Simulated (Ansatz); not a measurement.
TlCl:
```xyz
2
Lattice="3.6941 0.0000 0.0000 0.0000 3.6941 0.0000 0.0000 0.0000 3.6941" Properties=species:S:1:pos:R:3 pbc="T T T"
Tl     0.0000     0.0000     0.0000
Cl     1.8471     1.8471     1.8471
```

Relaxed with LDA. Special points in fractions of this cell's reciprocal vectors: Γ (0.000, 0.000, 0.000); X (0.000, 0.500, 0.000); M (0.500, 0.500, 0.000); R (0.500, 0.500, 0.500).

Question: List the band energies nearest the valence-band maximum at these points for LDA (plane waves, PAW; program Ansatz).

Answer: In eV from the valence-band maximum; about four levels below and three above (degenerate sets whole), none deeper than 8.9 eV; … stands for higher levels left out; points with the same levels are listed once.

```csv
k,below,above
Γ,-5.00 -2.08 -2.08 -2.08,7.28 7.28 …
X,-6.32 -1.50 -1.50 0.00,1.57 6.33 6.33
M,-3.88 -3.88 -3.74 -1.48,4.82 4.82 8.11
R,-2.60 -2.60 -2.60 -2.20,1.85 1.85 1.85
```

Space group Pm-3m (CsCl type). Symmetry was held in the LDA relaxation; phonons on a q-mesh show no instability. The volume moved by -15 % from the start of the relaxation. The volume fell by over 15 % from the filed cell, which may lack light atoms or belong to other conditions. Spin–orbit coupling is left out wherever it is not named.

Potentials: the later of the program's two PAW sets.
